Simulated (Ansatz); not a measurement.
SiO$_{2}$ (alpha-quartz type, space group P3_121)

```yaml
crystal:
  lattice:
    - [5.02210, 0.00000, 0.00000]
    - [-2.51105, 4.34927, 0.00000]
    - [0.00000, 0.00000, 5.51028]
  atoms:
    - { symbol: Si, position: [0.47672, 0.00000, 0.33333] }
    - { symbol: Si, position: [0.00000, 0.47672, 0.66667] }
    - { symbol: Si, position: [0.52328, 0.52328, 0.00000] }
    - { symbol: O, position: [0.41453, 0.25539, 0.20512] }
    - { symbol: O, position: [0.74461, 0.15915, 0.53845] }
    - { symbol: O, position: [0.84085, 0.58547, 0.87179] }
    - { symbol: O, position: [0.15915, 0.74461, 0.46155] }
    - { symbol: O, position: [0.25539, 0.41453, 0.79488] }
    - { symbol: O, position: [0.58547, 0.84085, 0.12821] }
```

The atoms are displaced by Q × the pattern below (from a DFPT mode at Γ, largest move 1; Q in Å), at fixed cell. It is one choice among 2 degenerate patterns.

```json
[
 {"atom": "Si1", "x": "0.000", "y": "-0.588", "z": "-0.121"},
 {"atom": "Si2", "x": "-0.117", "y": "-0.386", "z": "0.060"},
 {"atom": "Si3", "x": "0.117", "y": "-0.386", "z": "0.060"},
 {"atom": "O4", "x": "-0.356", "y": "0.668", "z": "-0.615"},
 {"atom": "O5", "x": "0.487", "y": "0.614", "z": "0.621"},
 {"atom": "O6", "x": "0.019", "y": "-0.089", "z": "-0.006"},
 {"atom": "O7", "x": "0.356", "y": "0.668", "z": "-0.615"},
 {"atom": "O8", "x": "-0.019", "y": "-0.089", "z": "-0.006"},
 {"atom": "O9", "x": "-0.487", "y": "0.614", "z": "0.621"}
]
```

The numbers are results of PBE (plane waves to 420 eV, PAW, scalar-relativistic; Ansatz, a program for electronic structure), not measurements. k mesh 8×8×6 (Γ-centred), Fermi-Dirac smearing 0.05 eV. The energy includes the smearing's −TS. SiO2 was relaxed with its symmetry unable to fall. ΔE is measured from the undisplaced structure.

| Q (Å) | ΔE (meV/cell) |
|---|---|
| -0.180 | 5975 |
| -0.150 | withheld |
| -0.120 | 2459 |
| -0.090 | 1345 |
| -0.060 | 586 |
| -0.030 | 145 |
| 0.000 | 0 |
| 0.030 | 145 |
| 0.060 | 586 |
| 0.090 | 1345 |
| 0.120 | 2459 |
| 0.150 | withheld |
| 0.180 | 5975 |

Question: Fit an even polynomial form (powers 2, 4) to the given rows and predict ΔE at Q = 0.150.

Answer: Least squares on the 11 given rows: ΔE = (159900)·Q² + (756600)·Q⁴, in meV/cell with Q in Å; root-mean-square residual 0.4 meV/cell. At 0.150 the fit gives 3981 meV/cell; the calculation gives 3979 meV/cell, so the interpolation is off by 2 (+0.1 %). The quadratic term alone would give 3598 meV/cell.

(For displaced atoms, the force is minus the slope of the energy, and its curvature is a force constant, which sets phonon frequencies.)
